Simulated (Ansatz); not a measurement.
The cell below belongs to a search over invented structures; it isn't taken from experiment.

Input and command of a plane-wave DFT calculation in Ansatz:

```yaml
crystal:
  lattice:
    - [7.393967984, 0.0, -0.0425865195]
    - [0.0, 4.2122022374, 0.0]
    - [-2.1123971785, 0.0, 9.7586907301]
  atoms:
    - { symbol: Rb, position: [0.7925142507, 0.75, 0.172555164] }
    - { symbol: Rb, position: [0.2074857493, 0.25, 0.827444836] }
    - { symbol: Rb, position: [0.3351216015, 0.25, 0.3340195034] }
    - { symbol: Rb, position: [0.6648783985, 0.75, 0.6659804966] }
    - { symbol: Ge, position: [0.0993134524, 0.75, 0.5237313827] }
    - { symbol: Ge, position: [0.9006865476, 0.25, 0.4762686173] }
basis:
  ecutwfc: 420
kpoints:
  mp_grid: { grid: [4, 8, 4] }
hamiltonian:
  xc: pbe
scf:
  occupations: { method: gaussian, width: 0.1 }
output:
  forces: true
  stress: true
  eigenvalues: true
relax:
  adjacent_minimum: "off"
  f_tol: 0.01
  max_steps: 30
  cell: { stress_tol: 0.1, fix: [volume] }
```

```bash
ansatz run input.yaml --threads 1 --pin off --max-ram 2560MiB --backend cpu --events-out ev --progress --plain --runs-dir out
```

Processor: Intel(R) Xeon(R) Platinum 8375C CPU @ 2.90GHz (Ice Lake), 1 thread, on a host shared with other jobs.

How long does it run, and how much memory does it take?

About 2.8 min, peak memory 0.78 GiB. It solves 39 bands at 50 k points (after reduction by symmetry) with about 5915 plane waves, in 46 SCF iterations over 6 ionic steps.
